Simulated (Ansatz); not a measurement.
**Question.** Free-standing sheets of HfGe2N4, MA2Z4 (octahedral core, outer Z over the far inner Z)-type layer and MoAs4Si2, MA2Z4 (prismatic core, outer Z over the empty site)-type layer are relaxed with DFT-PBE in the program Ansatz with PAW potentials. Aligned at the vacuum level, what band offsets and what type of junction result?

**Answer.** HfGe2N4: VBM -6.34, CBM -5.16 eV; MoAs4Si2: VBM -4.83, CBM -4.23 eV. Valence offset 1.50 eV (MoAs4Si2 higher), conduction offset 0.93 eV (HfGe2N4 lower): type III (broken gap).

Mismatch of the primitive lattice constants: 3.165 against 3.618 Å, 12.5 %.

Natural alignment of Kohn–Sham levels: no interface dipole, strain or quasiparticle shift.

All cells were relaxed under the symmetry of their starts (and spin orders); stability against distortions was not tested throughout. Rows with no word on spin ran without spin polarisation. Spin–orbit coupling is left out wherever it is not named. Constructed layers (a layer type filled with these elements): HfGe2N4, MA2Z4 (octahedral core, outer Z over the far inner Z)-type layer; MoAs4Si2, MA2Z4 (prismatic core, outer Z over the empty site)-type layer.

Potentials: the later of the program's two PAW sets.
